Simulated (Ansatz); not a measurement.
A geometry of SnO2 away from equilibrium: step 4 of the relaxation of a randomly generated symmetric cell of SnO2 (space group No. 166). These are r2SCAN (plane waves to 500 eV, PAW, scalar-relativistic; Ansatz, a first-principles code) values and carry that method's errors. Γ-centred k-mesh 8×8×8 on the run's cell, Fermi–Dirac smearing 0.05 eV.

```xyz
6
Lattice="3.2347 1.8676 2.2447 -3.2347 1.8676 2.2447 0.0000 -3.7351 2.2447" Properties=species:S:1:pos:R:3:forces:R:3 pbc="T T T" free_energy=-14342.538 pressure_GPa=7.4
O      0.0000    -1.8676     1.1224    0.0000    0.0000    0.0000
O      1.6174     0.9338     1.1224    0.0000    0.0000    0.0000
O     -1.6174     0.9338     1.1224    0.0000    0.0000    0.0000
O      0.0000     0.0000     0.0000    0.0000    0.0000    0.0000
Sn     0.0000     0.0000     4.7448    0.0000    0.0000    1.3932
Sn     0.0000     0.0000     1.9893    0.0000    0.0000   -1.3932
```

Positions in Å, forces in eV/Å, free energy of the cell in eV (comparable only within this code, potentials and settings). Largest force: 1.39 eV/Å, on Sn5, Sn6 (atoms numbered as listed); the geometry lies 0.08 eV/atom above the end of its relaxation.

No spin polarisation in the result.

The run could not lose the symmetry of its start.

The first start was generated by a random draw of sites in a space group. Materials Project lists a structure of SnO2 in the same space group, R-3m (No. 166); the sites were not compared with it, nor with measured phases. Known forms of SnO2 include space group No. 136.
